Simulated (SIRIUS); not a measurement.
SIRIUS run on Cu (I4/mmm, 2 atoms in the cell; from Materials Project mp-1010136, changed as shown): self-consistent single point.

Computed with LDA (PW92), GBRV LDA ultrasoft pseudopotentials (plane waves; SIRIUS 7.12.0).

The change in words: lattice scaled by 1.02. Reference geometry (I4/mmm):
```
Cu
1.0
    2.90146     0.00000     0.00000
    0.00000     2.90146     0.00000
    0.00000     0.00000     2.72447
Cu
2
Direct
  0.00000   0.00000   0.00000
  0.50000   0.50000   0.50000
```

Reference input (self-consistent single point, DFT, LDA (PW92), plane waves, GBRV LDA ultrasoft pseudopotentials): parameters.ngridk = 10 10 10; parameters.xc_functionals = [XC_LDA_X, XC_LDA_C_PW]; parameters.gk_cutoff = 6.325 1/bohr; parameters.pw_cutoff = 14.143 1/bohr; parameters.smearing = fermi_dirac; parameters.smearing_width = 0.00367493 Ha; potentials = GBRV LDA ultrasoft pseudopotentials; parameters.electronic_structure_method = pseudopotential; parameters.num_bands = 23; parameters.num_mag_dims = 0; parameters.num_dft_iter = 100; parameters.energy_tol = 1e-07 Ha. This run's input differs from it in these lines:

```diff
@@ -32,7 +32,7 @@
     "lattice_vectors": [
-      [0.9999999565, 0.0, 0.0],
-      [0.0, 0.9999999565, 0.0],
-      [0.0, 0.0, 0.9389996352]
+      [0.9999999426, 0.0, 0.0],
+      [0.0, 0.9999999426, 0.0],
+      [0.0, 0.0, 0.9389995504]
     ],
-    "lattice_vectors_scale": 5.482965,
+    "lattice_vectors_scale": 5.592624,
     "atom_coordinate_units": "lattice",
```

Log, with long lists cut:

```
[find] density tolerance         : 1e-06
[find] total energy tolerance    : 1e-07
[find] iter_solver_tol (initial) : 0.01
[find] iter_solver_tol (target)  : 1e-13
[find] num_dft_iter              : 100
Charges and magnetic moments
--------------------------------------------------------------------------------
total charge          : 38.000000
[find] | SCF iteration   0 out of 100|
[diagonalize] iterative solver tolerance (occupied, empty): 0.01 0.01
[diagonalize] average number of iterations: 3.38095
[find] Charges and magnetic moments
[find] total charge          : 38.000000
[find] Energy
   [... lines left out ...]

[find] Charges and magnetic moments
[find] total charge          : 38.000000
[find] Energy
[find] smearing (-TS)                 :      -0.00084415
[find] Total energy                   :    -403.55038779 (Ha),    -807.10077559 (Ry)
[find] Free energy (E-TS)             :    -403.55123194 (Ha),    -807.10246388 (Ry)
[find] band gap (eV)                  :       0.00000000
[find] Efermi                         :       0.55251308
[find] iteration : 14, RMS (target) : 8.9235e-07 (1.0000e-06) , energy difference (target) : -3.1383e-10 (1.0000e-07)
[find] bands are converged : true
[find] iterative solver converged : true
[find] converged after 15 SCF iterations!
[find] Charges and magnetic moments
[find] total charge          : 38.000000
[find] Energy
[find] smearing (-TS)                 :      -0.00084415
[find] Total energy                   :    -403.55038779 (Ha),    -807.10077559 (Ry)
[find] Free energy (E-TS)             :    -403.55123194 (Ha),    -807.10246388 (Ry)
[find] band gap (eV)                  :       0.00000000
[find] Efermi                         :       0.55251308
[ground_state] === stress tensor components [kbar] ===
[ground_state] === stress_total ===
[ground_state]   149.113472   -0.000000    0.000000
[ground_state]    -0.000000  149.113472    0.000000
[ground_state]     0.000000    0.000000  156.465280
[ground_state] ==== total Forces in Ha/bohr =====
[ground_state] atom:    0, force:       0.0000000      0.0000000      0.0000000
[ground_state] atom:    1, force:       0.0000000      0.0000000      0.0000000
```

The run converged in 15 iterations. SIRIUS prints the stress tensor with tension positive. Against the reference run the free energy goes up by 49.6 meV/atom and the pressure goes from -7.63 to -15.16 GPa.

The structure comes from a collection of computed structures, made at another level of theory; the collection holds predicted forms beside known ones.

Cost on one core: around 23 core-seconds (rough).

The gap that the log prints is read on the run's mesh, which can miss the band edges or a crossing.
